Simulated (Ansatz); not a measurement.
The relaxed structure here is a generated cell of V3Si: the first start was made by a random draw of sites in a space group, and the end was not matched to a known phase here, so it may be hypothetical. Known forms of V3Si include space group No. 223.

A relaxed structure of V$_{3}$Si. Space group P6/mmm (No. 191). Method: PBEsol (plane waves to 420 eV, PAW, scalar-relativistic; Ansatz, a program for electronic structure).

```cif
data_SiV3
_chemical_formula_sum 'Si1 V3'
_space_group_name_H-M_alt 'P6/mmm'
_space_group_IT_number 191
_space_group_name_Hall '-P 6 2'
_cell_length_a 4.88420
_cell_length_b 4.88420
_cell_length_c 2.46407
_cell_angle_alpha 90.000
_cell_angle_beta 90.000
_cell_angle_gamma 120.000
loop_
_atom_site_label
_atom_site_type_symbol
_atom_site_symmetry_multiplicity
_atom_site_Wyckoff_symbol
_atom_site_fract_x
_atom_site_fract_y
_atom_site_fract_z
_atom_site_occupancy
Si1 Si 1 b 0.00000 0.00000 0.50000 1
V1 V 3 f 0.00000 0.50000 0.00000 1
```

| Quantity | Value |
|---|---|
| Volume per atom | 12.73 Å³ |
| Band gap | no gap (metallic) |
| Magnetic moment | zero (the starting moments vanished) |
| Shortest distances | V–V 2.44 Å; Si–Si 2.46 Å; Si–V 2.74 Å |
| k-mesh | 11×11×19 |

No spin polarisation in the result: the starting moments vanished. The relaxed primitive cell holds an odd number of electrons. A magnetic state may lie lower.

The run could not lose the symmetry of its start, so the end can be a saddle point.
